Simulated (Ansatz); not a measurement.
Ge₂W (P6/mmm), relaxed with PBE (Ansatz, a quantum-chemistry and plane-wave program, plane waves, PAW): a = b = 4.641 Å, c = 2.649 Å, α = β = 90.00°, γ = 120.00°.

* **ΔH_f (eV/atom)**: 0.63
* **B₀ by P(V) fit (GPa)**: 133

Problem. The same phase is relaxed and computed with r²SCAN in the same code. What are the cell and these values now?

Solution. a = b = 4.5888 Å, c = 2.6268 Å, α = β = 90.00°, γ = 120.00°.

- ΔH_f (eV/atom): 0.77
- B₀ by P(V) fit (GPa): 147

Constructed cells (a structure type filled with these elements, in neither database checked): Ge2W, P6/mmm (W on 1a, Ge on 2d). Weakly bound layers, chains or molecules computed without a dispersion correction, so cells and soft constants are ill determined: Ge2W, P6/mmm (W on 1a, Ge on 2d) with PBE; Ge2W, P6/mmm (W on 1a, Ge on 2d) with r²SCAN. All cells were relaxed under the symmetry of their starts (and spin orders); stability against distortions was not tested throughout. Rows with no word on spin ran without spin polarisation. Spin–orbit coupling is left out wherever it is not named.

Potentials: the later of the program's two PAW sets.

Ansatz is a plane-wave DFT program.

Formation energies count from the lowest solids of the elements computed at the same level, not from gases.
